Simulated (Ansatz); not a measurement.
## Tetragonal deformation path in H

Theory: DFT r2SCAN, scalar-relativistic, plane waves, PAW (Ansatz). The runs took a 500 eV cutoff, a Γ-centred 10×10×10 mesh and Gaussian smearing (0.05 eV). No spin polarisation. Energies are free energies at this smearing, counted from the undisturbed cell; pressure is positive in compression.

The undisturbed cell (as given, not relaxed at this level; it stands at 0.2 GPa, and it needn't be the usual structure):

```
H
1.0
    -1.69153    1.69153    2.05847
     1.69153   -1.69153    2.05847
     1.69153    1.69153   -2.05847
H
2
Direct
  0.90986 0.90986 0.00000
  0.09014 0.09014 0.00000
```

The cell holds molecules and no dispersion correction was added, so their binding is poorly described.

At fixed volume and fractional coordinates, lengths along (0.000, 0.000, 1.000) are scaled against those across it; ρ is that ratio over its starting value.

```tsv
ρ	ΔE (meV/atom)	pressure (GPa)	gap on the mesh (eV)
0.800	?	?	10.92
0.850	62.4	5.6	10.53
0.920	16.0	2.8	10.07
0.960	3.8	?	?
1.000	0.0	0.2	9.65
1.050	5.1	-1.2	9.44
1.100	19.4	-2.5	9.26
1.200	69.0	-4.7	8.51
1.300	139.0	-6.5	7.55
```

(1) Give the withheld values.

Results:

(1) ΔE (meV/atom) at ρ = 0.800: 120.0; pressure (GPa) at ρ = 0.800: 7.8; pressure (GPa) at ρ = 0.960: 1.5; gap on the mesh (eV) at ρ = 0.960: 9.85.